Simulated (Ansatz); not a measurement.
Ti2RuCl6: reading a single point

```xyz
9
Lattice="6.4833 0.0000 0.0000 -3.2416 5.6147 0.0000 -3.2416 1.8716 5.5006" Properties=species:S:1:pos:R:3 pbc="T T T"
Ru   -0.0003    3.7433    2.7509
Ti    3.2420    1.8714    1.6337
Ti   -3.2420    5.6149    3.8669
Cl    0.7119    1.9865    1.4104
Cl    1.1654    5.2380    1.4104
Cl   -1.8772    4.0050    1.4104
Cl   -0.7119    5.4998    4.0902
Cl   -1.1654    2.2483    4.0902
Cl    1.8772    3.4813    4.0902
```

Single point in Ansatz 0.2.0 with r2SCAN, no spin polarisation. Cutoff 500 eV, PAW datasets, 6×6×6 Γ-centred k mesh, fermi-dirac filling (width 0.1 eV).

(1) Which atom feels the largest force, and which way?

(2) Is it stable against the elements?

(3) What do density and ELF say about some of the short contacts?

(4) How is the charge shared?

(5) Metal or insulator?

Origin: a known structure type with other elements, at an estimated volume, so it need not be a known compound. Caveats: many states at the Fermi level without spin polarisation, so a magnetic state may lie lower; correlation that this level lacks may open a gap in such a compound.

Results:

(1) The largest is on Cl4 (and as large on other atoms): 1.42 eV/Å, components (1.08, -0.84, -0.37). It makes 146° with the line to a nearest neighbour, Ru1 at 2.32 Å, pointing away from it.

(2) -0.80 eV an atom against the elements' usual phases (free molecules for gases, crystals otherwise, with no correction for O₂ or N₂), so it is bound against them; other compounds may still compete. Relaxing would lower it.

(3) Ru–Cl at 2.32 Å: least valence density 0.55 e/Å³ and ELF 0.17 there. Ti–Cl at 2.54 Å: least valence density 0.29 e/Å³ and ELF 0.14 there. These are pseudo-fields; inside the PAW spheres they differ from the all-electron ones.

(4) Bader charges in e: Ti +1.54, Ru +0.90, Cl -0.66. In the mean Ti gives up most and Cl takes most.

(5) It is a metal on this mesh, though the bands barely overlap, with about 16 states/eV a cell as the mean within 0.25 eV of the Fermi level, mostly Ti d (90 %).
